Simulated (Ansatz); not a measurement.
A geometry of ZnAu away from equilibrium: step 14 of the relaxation of a relaxed ZnAu cell, doubled along one cell vector, shaken by Gaussian noise of σ = 0.08 Å a coordinate. Calculation: PBEsol (plane waves to 420 eV, PAW, scalar-relativistic; Ansatz, an electronic-structure program). Γ-centred k-mesh 9×9×5 on the run's cell (coarser than for final values), Fermi–Dirac smearing 0.05 eV.

```
CELL_PARAMETERS angstrom
     -0.01227     2.77948     3.91264
      2.77961    -0.01239     3.91276
      5.54299     5.54298    -0.00856
ATOMIC_POSITIONS crystal
  Au 0.25548 0.24349 0.12819
  Au 0.25548 0.24350 0.62818
  Au 0.00502 0.99297 0.00294
  Au 0.00502 0.99297 0.50293
  Zn 0.75528 0.74323 0.37791
  Zn 0.75527 0.74324 0.87790
  Zn 0.50522 0.49324 0.25321
  Zn 0.50523 0.49323 0.75321
```

Which atoms carry the largest force, and which way does it point?

No atom: all forces are below 0.005 eV/Å; only the cell is out of equilibrium.

What is the pressure?

+2.5 GPa, compression positive.

No spin polarisation in the result.

The end of the path is a generated cell of ZnAu: the first start was made by a random draw of sites in a space group, and the end was not matched to a known phase here, so it may be hypothetical. Known forms of ZnAu include space group No. 221.
